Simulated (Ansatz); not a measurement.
# CdS with oxygen replacing S: gradients before and after relaxing the atoms

Start: a supercell of CdS (zinc blende type, F-43m) built from an entry of the Crystallography Open Database (COD), with all atoms left at the host's positions.

Space group F-43m (No. 216); a = 17.4990 Å.

```csv
site,Wyckoff,site symmetry,x,y,z
Cd1,16e,.3m,0.4167,0.0833,0.4167
Cd3,24g,2.mm,0.7500,0.0833,0.7500
Cd5,48h,..m,0.7500,0.9167,0.5833
Cd14,4d,-43m,0.7500,0.7500,0.7500
Cd18,16e,.3m,0.0833,0.5833,0.9167
O,4a,-43m,0.5000,0.0000,0.5000
S29,48h,..m,0.6667,0.0000,0.6667
S32,16e,.3m,0.8333,0.8333,0.6667
S36,16e,.3m,0.1667,0.6667,0.8333
S42,24f,2.mm,0.0000,0.6667,0.0000
```

One atom of each set is listed; the run and its k-mesh use a cell of 54 atoms with edges of 12.37, 12.37, 12.37 Å.

Method: Kohn–Sham DFT in Ansatz, PBE, plane waves and PAW, scalar-relativistic, 420 eV cutoff, Γ-centred 2×2×2 k-points, Fermi–Dirac smearing 0.01 eV.

The largest force at the start is 1.3 eV/Å. Relaxing the ions at fixed cell moves them by 0.263 Å at most (atom 1, Cd) and 0.078 Å rms.

| site | moved (Å) | first shell before | first shell after | V_zz before (10²¹ V/m²) | η before |
| --- | --- | --- | --- | --- | --- |
| Cd1 | 0.263 | 3 S at 2.53 Å; also 1 O at 2.53 Å | 1 O at 2.26 Å, 3 S at 2.56 Å | 5.40 | 0.00 |
| Cd3 | 0.013 | 4 S at 2.53 Å | 4 S at 2.53–2.56 Å | -0.091 | 0.64 |
| Cd5 | 0.011 | 4 S at 2.53 Å | 4 S at 2.53 Å | 0.031 | 0.52 |
| Cd18 | 0.003 | 4 S at 2.53 Å | 4 S at 2.53 Å | 0.021 | 0.00 |
| O | 0.000 | 4 Cd at 2.53 Å | 4 Cd at 2.26 Å | 0.00 | – |
| S29 | 0.063 | 4 Cd at 2.53 Å | 4 Cd at 2.53–2.56 Å | 0.48 | 0.10 |
| S32 | 0.002 | 4 Cd at 2.53 Å | 4 Cd at 2.53 Å | <0.005 | – |
| S36 | 0.000 | 4 Cd at 2.53 Å | 4 Cd at 2.53 Å | -0.018 | 0.00 |

Task: How do the gradients change?

Result: 

```json
{"site": "Cd1", "V_zz after": "-2.30", "η after": "0.00", "change of V_zz": "-7.70"}
{"site": "Cd3", "V_zz after": "-1.05", "η after": "0.71", "change of V_zz": "-0.95"}
{"site": "Cd5", "V_zz after": "-0.51", "η after": "0.08", "change of V_zz": "-0.54"}
{"site": "Cd18", "V_zz after": "0.14", "η after": "0.00", "change of V_zz": "+0.12"}
{"site": "O", "V_zz after": "0.00", "η after": "–", "change of V_zz": "0.00"}
{"site": "S29", "V_zz after": "1.97", "η after": "0.51", "change of V_zz": "+1.49"}
{"site": "S32", "V_zz after": "-0.23", "η after": "0.00", "change of V_zz": "-0.23"}
{"site": "S36", "V_zz after": "-0.36", "η after": "0.00", "change of V_zz": "-0.34"}
```

The largest change of V_zz along a kept axis is on Cd1, from 5.40 to -2.30. Small gradients that grow severalfold: S29 (0.48 to 1.97), Cd3 (-0.091 to -1.05). Where |V_zz| stays above 0.1 and the axes keep their order, η moves most on S29, from 0.10 to 0.51. V_zz changes sign on Cd1 (same axis), Cd5 (same axis). Other sites with |V_zz| of 0.02 or less aren't listed.

The defect repeats with the cell of 54 atoms, so it feels its images: sites between two images don't show the values beside a lone defect, and zeros or small values of η there can come from the images' arrangement. Without spin–orbit coupling (the program notes it for Cd) the gradients can shift somewhat, as the gap is small.
Before: The neighbours have not yet relaxed around the defect (largest force 1.3 eV/Å), so a real crystal will differ.
After: The relaxation keeps the site symmetry -43m of the start, so the impurity can't leave its site; a start off the site could end lower. With a gap of 0.9 eV on this mesh, small gradients can still move by 0.1 × 10²¹ V/m² or more as the k-mesh gets denser.
